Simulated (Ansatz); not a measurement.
Relaxed-ion elastic tensor of Ca (hcp (Mg type), P6_3/mmc) in GPa (Voigt order), DFT-PBEsol in the program Ansatz with PAW potentials; density 1.63 g/cm³, 40.76 Å³ per atom.

|  | 1 | 2 | 3 | 4 | 5 | 6 |
|---|---|---|---|---|---|---|
| 1 | 30.2 | 15.4 | 7.4 | 0.0 | 0.0 | 0.0 |
| 2 | 15.4 | 30.2 | 7.4 | 0.0 | 0.0 | 0.0 |
| 3 | 7.4 | 7.4 | 41.7 | 0.0 | 0.0 | 0.0 |
| 4 | 0.0 | 0.0 | 0.0 | 7.2 | 0.0 | 0.0 |
| 5 | 0.0 | 0.0 | 0.0 | 0.0 | 7.2 | 0.0 |
| 6 | 0.0 | 0.0 | 0.0 | 0.0 | 0.0 | 7.4 |

**Question.** Is the crystal mechanically stable?

**Answer.** Yes: the smallest eigenvalue of C is 7.2 GPa.

**Question.** Work out the Voigt, Reuss and Hill averages.

**Answer.** K_V = 18.1, K_R = 18.0, K_H = 18.0; G_V = 9.2, G_R = 8.2, G_H = 8.7 GPa.

**Question.** Give Young's modulus, Poisson's ratio, Pugh's ratio and the universal anisotropy index.

**Answer.** E = 9KG/(3K + G) = 22.5 GPa; ν = 0.29; K/G = 2.07 (ductile by the Pugh limit of 1.75); A_U = 5G_V/G_R + K_V/K_R − 6 = 0.56.

**Question.** Estimate the sound speeds and the Debye temperature.

**Answer.** v_l = √((K + 4G/3)/ρ) = 4260 m/s, v_t = √(G/ρ) = 2310 m/s, mean 2580 m/s; Θ = (h/k)(3n/4πV)^(1/3) v_m = 223 K.

**Question.** Solve the Christoffel equation for the three sound speeds along x, y, z.

**Answer.** Eigenvalues of C_ijkl n_j n_l equal ρv². In km/s, slowest first: x 2.11, 2.13, 4.30; y 2.11, 2.13, 4.30; z 2.11, 2.11, 5.05.

**Question.** How much does each axis shrink under pressure?

**Answer.** Linear compressibilities β_i = Σ_j S_ij (j = 1 to 3): x 19, y 19, z 17 per TPa.

The workflow started from an entry of the Crystallography Open Database (COD, 723 K), which files this formula under 3 space groups. It is not the phase usual at ambient conditions (space group No. 225). The cell was relaxed with PBEsol under the symmetry of its start; its stability against distortions is not shown here. As this level gives no gap, shear constants depend on the k-mesh and smearing (Fermi–Dirac, 0.1 eV here).

Potentials: the earlier of the program's two PAW sets. The files were generated under PBE; for other functionals the program regenerates the frozen cores, and for LDA and PBEsol the local potential too.
